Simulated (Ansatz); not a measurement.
Cu Kα1 powder pattern (kinematic, no thermal factors).
| 2θ (°) | relative intensity |
| --- | --- |
| 10.78 | 3 |
| 16.19 | 10 |
| 21.65 | 2 |
| 22.94 | 5 |
| 27.66 | 100 |
| 31.71 | 30 |
| 32.72 | 11 |
| 33.59 | 1 |
| 38.72 | 2 |
| 39.95 | 7 |
| 44.82 | 1 |
| 45.46 | 16 |
| 46.21 | 26 |
| 48.57 | 2 |
| 49.99 | 1 |
| 51.51 | 1 |
| 54.05 | 32 |
| 55.37 | 10 |
| 57.13 | 10 |
| 60.42 | 5 |
| 62.09 | 4 |
| 66.25 | 5 |
| 69.86 | 2 |
| 73.11 | 4 |
| 73.23 | 7 |
| 74.35 | 8 |
| 75.31 | 6 |
| 75.87 | 4 |
| 77.53 | 2 |
| 84.56 | 9 |
| 86.18 | 2 |
| 87.38 | 1 |

The pattern is computed from a structure relaxed with DFT PBE, scalar-relativistic, plane waves, PAW (Ansatz 0.2.0). No spin polarisation. Its elements are O, Pb, Sn.

Problem. Give the structure.

Solution. SnPb2O3.
Space group P4/nmm:1 (No. 129). a = 3.987 Å, b = 3.987 Å, c = 16.408 Å, α = 90.00°, β = 90.00°, γ = 90.00°
```json
{"atom": "Sn", "site": "2c", "symmetry": "4mm", "x": "0.0000", "y": "0.5000", "z": "0.7413"}
{"atom": "Pb", "site": "2c", "symmetry": "4mm", "x": "0.0000", "y": "0.5000", "z": "0.0741"}
{"atom": "Pb", "site": "2c", "symmetry": "4mm", "x": "0.0000", "y": "0.5000", "z": "0.4012"}
{"atom": "O", "site": "4f", "symmetry": "2mm.", "x": "0.0000", "y": "0.0000", "z": "0.6733"}
{"atom": "O", "site": "2a", "symmetry": "-4m2", "x": "0.0000", "y": "0.0000", "z": "0.0000"}
```

A pattern alone doesn't exclude other cells with like lines; this is the one computed.

The structure comes from a generated guess; another structure or a mixture of phases may lie lower. No dispersion correction is applied, so the spacing between layers, chains or molecules is poorly fixed.
